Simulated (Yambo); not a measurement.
Yambo run on NaMgF3 (cubic perovskite, space group Pm-3m, No. 221). The wavefunctions are norm-conserving LDA (Quantum ESPRESSO, 88 Ry, scalar-relativistic) ones on a 4×4×4 mesh (20 occupied bands); a = b = c = 3.951 Å, α = β = γ = 90.00°.

Yambo input:

```
rim_cut
gw0
dyson
el_el_corr
HF_and_locXC
mpa
em1d
RandQpts= 1000000
RandGvec= 1 Ry
EXXRLvcs= 88 Ry
VXCRLvcs= 352 Ry
Chimod= "HARTREE"
% BndsRnXm
 3 | 122 |
%
NGsBlkXm= 8 Ry
% LongDrXm
 1.0 | 1.0 | 1.0 |
%
EnSampXm= "2l"
EnGridXm= "lP"
% EnRngeXm
 0.0 | 40.0 | eV
%
% ImRngeXm
 2.72114 | 27.21138 | eV
%
% DmRngeXm
 0.02721 | 2.72114 | eV
%
ETStpsXm= 8
IntSolXm= "PT"
% GbndRnge
 1 | 122 |
%
GTermKind= "none"
DysSolver= "n"
ExtendOut
% QPkrange
 1 | 1 | 20 | 21 |
 10 | 10 | 20 | 20 |
%
```

k points by index: 1 = Γ, 10 = R.

Table of the .qp output:

```
#    K-point    Band    Eo [eV]    E [eV]    E-Eo [eV]    Vxc [eV]    Vnlxc [eV]    Sc|Eo [eV]    Sc|E [eV]    dSc/dw|Eo [eV]    Re(Z)    Im(Z)
#
    1    20    -0.456453    -2.993514    -2.537061    -22.39444    -30.24876    4.740011    5.317252    -6.150861    0.815403    -0.013739
    1    21    5.650577    7.562137    1.911559    -10.16814    -5.409195    -2.619783    -2.847390    -3.239686    0.893601    -0.002787
    10    20    0.000000    -2.515188    -2.515188    -22.70399    -30.63801    4.838882    5.418833    -6.233226    0.813386    -0.013959
```
(The two width columns are left out.) Convergence of these settings isn't established.

Geometry of the Materials Project entry, not relaxed at this level.

The structure is a Materials Project entry; no match was found in the copy of COD used, and its stability was not checked.
